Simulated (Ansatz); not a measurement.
ScPt3 (Cu3Au type, space group No. 221) under volume change, the program Ansatz at the PBEsol level (PAW), scaled uniformly.

```
V (Å³/atom)  E − E(relaxed) (meV/atom)  P (GPa)
-----------  -------------------------  -------
14.036                           107.7    27.30
14.499                               ?        ?
14.961                            10.5     7.52
15.424                             0.0     0.00
15.887                             9.3    -6.27
16.349                               ?        ?
16.812                            74.8   -15.81
```

Q: Fill in the missing entries.

A: 
- 16.349, E − E(relaxed) (meV/atom): 35.2
- 16.349, P (GPa): -11.49
- 14.499, E − E(relaxed) (meV/atom): 44.9
- 14.499, P (GPa): 16.53

Q: What does a third-order Birch–Murnaghan fit give for V₀, B₀ and B′?

A: V₀ = 15.42 Å³/atom, B₀ = 228 GPa, B′ = 5.0.

Space group Pm-3m (Cu3Au type). The workflow started from a Materials Project entry (that database holds measured and hypothetical structures alike); the Crystallography Open Database files this formula in space group No. 221, but the cells were not matched. Whether it is the stable phase at ambient conditions was not checked. Symmetry was held in the PBEsol relaxation; of distortions, only those at the zone centre were tested. No spin polarisation was allowed. Scalar-relativistic: spin–orbit coupling is off unless named, which matters more the heavier the elements.

Potentials: the later of the program's two PAW sets.
